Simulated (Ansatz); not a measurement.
# KPd (CsCl type) from its elements: all-electron against pseudopotential results

```
K Pd
1.0
     3.65930    0.00000    0.00000
     0.00000    3.65930    0.00000
     0.00000    0.00000    3.65930
K Pd
1 1
Direct
  0.00000 0.00000 0.00000
  0.50000 0.50000 0.50000
```

The cell comes from a relaxation on PAW files under the same functional, begun from a prototype that needn't be the stable phase.

Level of theory: DFT with PBEsol, scalar-relativistic, in Ansatz 0.2.0; a Γ-centred 10×10×10 k mesh, Fermi–Dirac smearing of 0.05 eV, no spin polarisation. LAPW: all electrons, basis error target 0.5 meV/atom; PAW: frozen-core files, cutoff 420 eV.

The elements are taken as K bcc, Pd fcc, each relaxed on PAW files under the same functional and computed by the same method as the compound; zero-point and thermal terms are left out.

The PAW files were made under PBE.

(1) Give the formation energy by each method, with the residual pressure at this cell and the LAPW gap.

(2) Give the LAPW value for one formula unit in kJ/mol.

(3) What Bader charges does the PAW density give?

Results:

(1) 

```
method  ΔE(formation) (eV/atom)  P at this cell (GPa)  gap (eV)
  LAPW                    0.493                 -0.01      0.00
   PAW                    0.491                  0.00         –
```

(2) 0.493 eV/atom × 2 atoms × 96.485 kJ/(mol·eV) = 95.1 kJ/mol, at zero temperature and without zero-point motion.

(3) K1 +0.63 e, Pd2 -0.63 e.
